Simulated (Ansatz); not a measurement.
# Bi2Te3: from a starting cell to a relaxed one

The start is a generated trial cell of Bi2Te3 in the A-La2O3 structure type. The structure is fully relaxed (lattice and positions, P = 0) with PBEsol (plane waves to 420 eV, PAW, scalar-relativistic; Ansatz, a first-principles code). First-step values are on the input's coarse k-mesh.

Ansatz input (later rounds restart from its end on a renewed k-mesh):
Ansatz 0.2 input:
```yaml
crystal:
  lattice:
    - [5.0670687, 0, 0]
    - [-2.5335343, 4.3882102, 0]
    - [0, 0, 7.89526]
  atoms:
    - { symbol: Bi, position: [0.33333333, 0.66666667, 0.2467] }
    - { symbol: Bi, position: [0.66666667, 0.33333333, 0.7533] }
    - { symbol: Te, position: [0, 0, 0] }
    - { symbol: Te, position: [0.33333333, 0.66666667, 0.647] }
    - { symbol: Te, position: [0.66666667, 0.33333333, 0.353] }
basis: { ecutwfc: 420, ecutrho_ratio: 4, xc_grid: 2, fft_grid_basis: typed }
kpoints: { mp_grid: { grid: [5, 5, 3] } }
hamiltonian:
  xc: pbesol
  dispersion: none
  pseudopotentials: { azcp: { folder: ./paw }, kind: paw }
scf: { occupations: { method: fermi_dirac, width: 0.05 } }
relax: { f_tol: 0.01, max_steps: 100, cell: { stress_tol: 0.02 } }
output: { forces: true, stress: true }
```

```yaml
largest_initial_force: 0.61 eV/Å, on Bi1, Bi2 (atoms numbered as listed)
outcome: The space group stays P-3m1 (No. 164) (the run could not lower it), with 5 atoms in the primitive cell
energy_released: 0.23 eV/atom
volume_change: -1.2 %, from 35.11 to 34.69 Å³/atom
Shortest distances (start → end): "The closest pairs of elements (up to four, under 3.6 Å), start → end: Bi–Te 3.04 → 3.05 Å"
band_gap_at_the_end: 0.47 eV, direct at Γ (no spin-orbit coupling)
optimiser_moves: 17
```

It ends as:

Space group P-3m1 (No. 164); a = 4.3526 Å, b = 4.3526 Å, c = 10.5722 Å, α = 90.00°, β = 90.00°, γ = 120.00°

```tsv
atom	site	symmetry	x	y	z
Bi	2d	3m.	0.3333	0.6667	0.1917
Te	1a	-3m.	0.0000	0.0000	0.0000
Te	2d	3m.	0.6667	0.3333	0.3553
```

Final values are on a 9×9×3 k-mesh of the relaxed cell. No spin polarisation in the result. Spin-orbit coupling is missing; with elements this heavy it can move band edges by tenths of an eV or more.

The run could not lose the symmetry of its start: the end is stationary, and may be a saddle point rather than a minimum.

The relaxed structure here is a generated cell of Bi2Te3: the first start was made by placing the elements on the sites of a structure type, and the end was not matched to a known phase here, so it may be hypothetical. Known forms of Bi2Te3 include space group No. 166.
